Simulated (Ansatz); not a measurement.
## NaLi3S2: short dynamics, then relaxation

A packing of 24 atoms, thrown in at random and pushed apart as soft spheres with like charges further apart (12 Li, 4 Na, 8 S) went through Langevin stages in a fixed cell of 17.42 Å³/atom, at one k point, without spin and with a Fermi–Dirac width of kT (0.05 eV at least). Computed with DFT PBE+D3(BJ), scalar-relativistic, plane waves, PAW (Ansatz).

```
thermostat (K) duration (fs) friction (1/fs) cutoff (eV) mean T (K) mean P (GPa) mean square displacement (Å²)
          1800             36            0.030          320        1427           4.2                           0.16
          1800            364            0.005          420        2709           4.9                           5.86
          1300            254            0.005          420        1385           2.0                           1.55
           720            268            0.015          420         770          -0.1                           0.82
           300            150            0.015          420         430          -0.9                           0.24
```

Means run over the second half of a stage; pressure includes the kinetic part; displacements count from the stage's start, the atoms' common shift taken off.

Cell and atoms were then relaxed on coarser meshes and computed once more: Plane waves to 420 eV, a k mesh through Γ of 3×3×3 on the computed 24-atom cell and Gaussian smearing (0.02 eV); no spin polarisation.

Problem. What structure is left?

Solution. One draw of many: 16.13 Å³/atom with a gap on the mesh of 3.09 eV (a random packing after short dynamics, relaxed).

Counting as bonded all pairs within 1.2 times the summed covalent radii, but none from a metal cation to another cation:

```
atom → neighbour mean count mean length (Å) spread (Å)
          Li → S        3.92             2.46        0.09
          Na → S        4.25             2.79        0.16
          S → Li        5.88             2.46        0.09
          S → Na        2.12             2.79        0.16
```

Angles between all pairs of such bonds at an atom (mean ± spread): 109 ± 12° at Li, 107 ± 21° at Na, 100 ± 31° at S.

```yaml
crystal:
  lattice:
    - [7.27756, 0.10372, -0.03581]
    - [0.10331, 7.25389, 0.31432]
    - [-0.03874, 0.30316, 7.34641]
  atoms:
    - { symbol: Li, position: [0.05293, 0.74350, 0.29234] }
    - { symbol: Li, position: [0.23312, 0.94063, 0.55352] }
    - { symbol: Li, position: [0.50656, 0.02442, 0.97012] }
    - { symbol: Li, position: [0.53313, 0.76286, 0.35804] }
    - { symbol: Li, position: [0.17612, 0.36106, 0.81181] }
    - { symbol: Li, position: [0.21777, 0.39005, 0.45251] }
    - { symbol: Li, position: [0.44999, 0.58173, 0.64843] }
    - { symbol: Li, position: [0.34525, 0.29794, 0.15452] }
    - { symbol: Li, position: [0.57652, 0.08654, 0.35116] }
    - { symbol: Li, position: [0.87370, 0.44988, 0.47061] }
    - { symbol: Li, position: [0.62725, 0.21296, 0.64726] }
    - { symbol: Li, position: [0.00292, 0.11911, 0.30256] }
    - { symbol: S, position: [0.10962, 0.63723, 0.61386] }
    - { symbol: S, position: [0.29047, 0.96720, 0.21498] }
    - { symbol: S, position: [0.53043, 0.89778, 0.66901] }
    - { symbol: S, position: [0.00177, 0.17013, 0.62376] }
    - { symbol: S, position: [0.05314, 0.44189, 0.15676] }
    - { symbol: S, position: [0.50194, 0.35839, 0.88852] }
    - { symbol: S, position: [0.77960, 0.91561, 0.17212] }
    - { symbol: S, position: [0.54493, 0.42007, 0.39011] }
    - { symbol: Na, position: [0.87274, 0.84609, 0.77248] }
    - { symbol: Na, position: [0.26985, 0.70752, 0.95614] }
    - { symbol: Na, position: [0.70674, 0.57343, 0.07916] }
    - { symbol: Na, position: [0.85718, 0.21854, 0.95786] }
```

An odd mesh misses points on the zone edge, so a gap read on it can be too wide.

Cost: 6 runs of about 68 core-minutes in all (earlier runs that led there not counted), on Arm Neoverse N1 (shared hosts).